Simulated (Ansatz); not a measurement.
The calculation used Ansatz, DFT PBE, scalar-relativistic, plane waves, PAW. Settings: cutoff 420 eV, Γ-centred meshes spaced at most about 0.3 Å⁻¹, and about 0.25 Å⁻¹ or finer for metals (2π included), Gaussian smearing. No spin polarisation in the final relaxations.

These are static total energies at zero pressure. All come from trial cells, and lower structures may exist.

Question: Order these relaxed structures of Zr5N by energy, lowest first, with the energy over the lowest of them.
A. Space group F-43m (No. 216), cubic, a = 8.909 Å. Zr on a site of symmetry -43m is surrounded by 12 Zr at 3.67 Å; Zr on a site of symmetry 3m has 1 N at 2.05 Å, 3 Zr at 2.96 Å, 3 Zr at 3.34 Å and 3 Zr at 3.67 Å; N has 4 Zr at 2.05 Å.
B. Space group P-6m2 (No. 187), hexagonal, a = 3.183 Å, c = 13.553 Å. Zr on a site of symmetry 3m has 3 N at 2.34 Å, 1 Zr at 2.91 Å and 9 Zr at 3.18–3.28 Å; around Zr on a second site of symmetry 3m lie 12 Zr at 3.18–3.28 Å; around Zr on a site of symmetry -6m2 lie 12 Zr at 3.18–3.19 Å; around N lie 6 Zr at 2.34 Å.
C. Space group Cmmm (No. 65), orthorhombic, a = 3.327 Å, b = 11.247 Å, c = 7.316 Å. Zr on a site of symmetry m is surrounded by 1 N at 2.13 Å, 6 Zr at 2.95–3.15 Å and 2 Zr at 3.33 Å; around Zr on a site of symmetry mmm lie 8 Zr at 3.07 Å and 2 Zr at 3.33 Å; around N lie 4 Zr at 2.13 Å.

Answer: B (0 meV/atom), C (350 meV/atom), A (893 meV/atom). Forms: B P-6m2; C Cmmm; A F-43m. Counting Zr atoms around N (those within 1.25 times the shortest such distance or 1.15 times the sum of covalent radii): B has N 6; C has N 4; A has N 4.

Cells relaxed within their symmetry can be saddle points. Some types were kept out of the candidates beforehand, so the set may lack a known form.
